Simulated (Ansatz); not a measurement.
MoSe₂:
```
CELL_PARAMETERS angstrom
      3.27697     0.00000     0.00000
     -1.63848     2.83794     0.00000
      0.00000     0.00000    12.73538
ATOMIC_POSITIONS crystal
  Se 0.33333 0.66667 0.61856
  Se 0.66667 0.33333 0.11856
  Se 0.33333 0.66667 0.88144
  Se 0.66667 0.33333 0.38144
  Mo 0.33333 0.66667 0.25000
  Mo 0.66667 0.33333 0.75000
```

Relaxed with PBE+D3(BJ). Special points in fractions of this cell's reciprocal vectors: Γ (0.000, 0.000, 0.000); M (0.500, 0.000, 0.000); K (0.333, 0.333, 0.000); A (0.000, 0.000, 0.500); L (0.500, 0.000, 0.500); H (0.333, 0.333, 0.500).

List the band energies nearest the valence-band maximum at these points for the program Ansatz at the PBE+D3(BJ) with spin–orbit coupling level (PAW).

In eV from the valence-band maximum; about four levels below and three above (degenerate sets whole), none deeper than 8.9 eV; points with the same levels are listed once.

```
k                    below                above
-  -----------------------  -------------------
Γ    -0.71 -0.71 0.00 0.00  2.32 2.32 2.40 2.40
M  -1.11 -1.11 -0.88 -0.88  1.54 1.54 1.59 1.59
K  -0.57 -0.57 -0.27 -0.27  1.14 1.14 1.16 1.16
A  -0.17 -0.17 -0.17 -0.17  2.34 2.34 2.34 2.34
L  -1.02 -1.02 -1.02 -1.02  1.56 1.56 1.56 1.56
H  -0.53 -0.53 -0.35 -0.35  1.15 1.15 1.17 1.17
```

Space group P6_3/mmc. The PBE+D3(BJ) relaxation kept the symmetry of its start; phonons on a q-mesh show no instability. No spin polarisation was allowed.

Potentials: the later of the program's two PAW sets.
